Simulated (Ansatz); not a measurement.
BaZrS3:
```yaml
crystal:
  lattice:
    - [7.02551, 0.00000, 0.00000]
    - [0.00000, 9.83529, 0.00000]
    - [0.00000, 0.00000, 6.85370]
  atoms:
    - { symbol: Ba, position: [0.44317, 0.25000, 0.98704] }
    - { symbol: Ba, position: [0.94317, 0.25000, 0.51296] }
    - { symbol: Ba, position: [0.55683, 0.75000, 0.01296] }
    - { symbol: Ba, position: [0.05683, 0.75000, 0.48704] }
    - { symbol: Zr, position: [0.00000, 0.00000, 0.00000] }
    - { symbol: Zr, position: [0.50000, 0.50000, 0.50000] }
    - { symbol: Zr, position: [0.00000, 0.50000, 0.00000] }
    - { symbol: Zr, position: [0.50000, 0.00000, 0.50000] }
    - { symbol: S, position: [0.00528, 0.25000, 0.06656] }
    - { symbol: S, position: [0.50528, 0.25000, 0.43344] }
    - { symbol: S, position: [0.99472, 0.75000, 0.93344] }
    - { symbol: S, position: [0.49472, 0.75000, 0.56656] }
    - { symbol: S, position: [0.29371, 0.53487, 0.20545] }
    - { symbol: S, position: [0.79371, 0.96513, 0.29455] }
    - { symbol: S, position: [0.70629, 0.03487, 0.79455] }
    - { symbol: S, position: [0.20629, 0.46513, 0.70545] }
    - { symbol: S, position: [0.70629, 0.46513, 0.79455] }
    - { symbol: S, position: [0.20629, 0.03487, 0.70545] }
    - { symbol: S, position: [0.29371, 0.96513, 0.20545] }
    - { symbol: S, position: [0.79371, 0.53487, 0.29455] }
```

This is the LDA-relaxed structure.

### Question
All from plane-wave PAW LDA (Ansatz code), unless another level is named. Give the highest zone-centre frequency (without LO–TO term).

### Answer
427 cm^-1.

### Question
Give the Poisson's ratio.

### Answer
0.31.

Space group Pnma. The LDA relaxation kept the symmetry of its start; of distortions, only those at the zone centre were tested. No spin polarisation was allowed. Spin–orbit coupling is left out wherever it is not named.

Potentials: the later of the program's two PAW sets.
